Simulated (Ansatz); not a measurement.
Relaxed Se (trigonal-Se type, space group P3_121):

```
CELL_PARAMETERS angstrom
      4.53455     0.00000     0.00000
     -2.26727     3.92703     0.00000
      0.00000     0.00000    10.08292
ATOMIC_POSITIONS crystal
  Se 0.21814 0.00000 0.41667
  Se 0.21814 0.00000 0.91667
  Se 0.00000 0.21814 0.08333
  Se 0.00000 0.21814 0.58333
  Se 0.78186 0.78186 0.25000
  Se 0.78186 0.78186 0.75000
```

The atoms are displaced by Q × the pattern below (from a DFPT mode at A = (0.0, 0.0, 0.5), largest move 1; Q in Å), at fixed cell. (q is in reciprocal vectors of the primitive cell; the cell shown is doubled to hold the pattern.)

| atom | x | y | z |
|---|---|---|---|
| Se1 | 0.000 | 0.933 | -0.360 |
| Se2 | 0.000 | -0.933 | 0.360 |
| Se3 | -0.808 | -0.467 | -0.360 |
| Se4 | 0.808 | 0.467 | 0.360 |
| Se5 | -0.808 | 0.467 | 0.360 |
| Se6 | 0.808 | -0.467 | -0.360 |

These are PBE (plane waves to 420 eV, PAW, scalar-relativistic; Ansatz, a first-principles code) values and carry that method's errors. k mesh 8×8×4 (Γ-centred), Fermi-Dirac smearing 0.05 eV. Energies are smeared free energies. Se was relaxed with its symmetry unable to fall. ΔE is measured from the undisplaced structure.

```
Q (Å)   ΔE (eV/cell)
------  ------------
-0.180        0.1393
-0.120        0.0617
-0.060        0.0154
0.000         0.0000
0.060         0.0154
0.120         0.0617
0.180         0.1393
```

### Question
Which DFPT wavenumber at A = (0.0, 0.0, 0.5) belongs to this mode?
A) 186 cm⁻¹
B) 70 cm⁻¹
C) 51 cm⁻¹
D) 117 cm⁻¹

### Answer
B, 70 cm⁻¹. The curvature of the scan gives 70 cm⁻¹

(For displaced atoms, the force is minus the slope of the energy, and its curvature is a force constant, which sets phonon frequencies.)
